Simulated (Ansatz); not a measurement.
HfC (NiAs type, P6_3/mmc) under volume change, the program Ansatz at the PBEsol level (PAW), shape and atoms relaxed at each volume.

```
V (Å³/atom)  E − E(relaxed) (meV/atom)  P (GPa)
-----------  -------------------------  -------
11.092                            89.1    28.16
11.458                             ___      ___
11.823                             ___      ___
12.189                             0.0     0.00
12.555                             8.0    -6.87
12.921                            30.6   -12.77
13.286                            65.7   -17.84
```

Problem. Complete the blanks.

Solution. 
- 11.823, E − E(relaxed) (meV/atom): 8.9
- 11.823, P (GPa): 8.00
- 11.458, E − E(relaxed) (meV/atom): 37.5
- 11.458, P (GPa): 17.31

Problem. What does a third-order Birch–Murnaghan fit give for V₀, B₀ and B′?

Solution. V₀ = 12.19 Å³/atom, B₀ = 247 GPa, B′ = 4.0.

The workflow started from a Materials Project entry (that database holds measured and hypothetical structures alike); the Crystallography Open Database copy checked does not list it. It is not the phase usual at ambient conditions (space group No. 225). The PBEsol relaxation kept the symmetry of its start; whether a distortion lowers the energy is not shown. The run is not spin-polarised. Scalar-relativistic: spin–orbit coupling is off unless named, which matters more the heavier the elements.

Potentials: the later of the program's two PAW sets.
